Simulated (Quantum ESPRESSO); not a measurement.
MgS has the cubic space group Fm-3m (No. 225), the rock salt structure, Pearson symbol cF8. Cell: a = b = c = 5.028 Å, α = β = γ = 90.00°. Mg on 4a has 6 S at 2.514 Å (octahedral). S on 4b is coordinated by 6 Mg at 2.514 Å (octahedral). (Neighbours: up to the widest gap in distance over summed covalent radii, below 1.35, at either atom; cation-cation contacts left out.)
(The calculation used a cell of 2 atoms; values per cell refer to that cell.)

The PBEsol cell relaxed from Materials Project entry mp-1315 was given an isotropic strain of -3 % on all lattice vectors, and the atoms were relaxed again.

Problem. What does PBEsol (Quantum ESPRESSO, PseudoDojo norm-conserving, 84 Ry, without SOC) give for the electronic structure near the Fermi level?

Solution. The PBEsol gap is indirect, 2.90 eV, from Γ to X; the smallest direct gap is 4.45 eV.
